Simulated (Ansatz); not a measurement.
The start is a generated cell, SnSe built in the cinnabar structure type. Cell shape, volume and atoms are optimised at zero target pressure with r2SCAN (plane waves to 500 eV, PAW, scalar-relativistic; Ansatz, a program for electronic structure). The first steps use a coarse 6×6×3 k-mesh.

Input geometry:
```
SnSe
1.0
    4.49272     0.00000     0.00000
   -2.24636     3.89081     0.00000
    0.00000     0.00000    10.29261
Sn Se
3 3
Direct
  0.71980   0.00000   0.66667
  0.00000   0.71980   0.33333
  0.28020   0.28020   0.00000
  0.48890   0.00000   0.16667
  0.00000   0.48890   0.83333
  0.51110   0.51110   0.50000
```

```yaml
outcome: The space group goes from P3₂21 (No. 154) to Fm-3m (No. 225); the end is rock salt type, with 2 atoms in the primitive cell
energy_released: 0.62 eV/atom
volume_change: -9.1 %, from 29.99 to 27.27 Å³/atom
Shortest distances (start → end): "The closest pairs of elements (up to four, under 3.6 Å), start → end: Se–Sn 2.57 → 3.01 Å"
optimiser_moves: 7
```

Final values are on a 10×10×10 k-mesh of the relaxed cell. No spin polarisation in the result.

The run could not lose the symmetry of its start.

The first start was generated by placing the elements on the sites of a structure type. A measured structure of SnSe has the same space group, Fm-3m (No. 225); the sites were not compared with it. Another known form has space group No. 62.
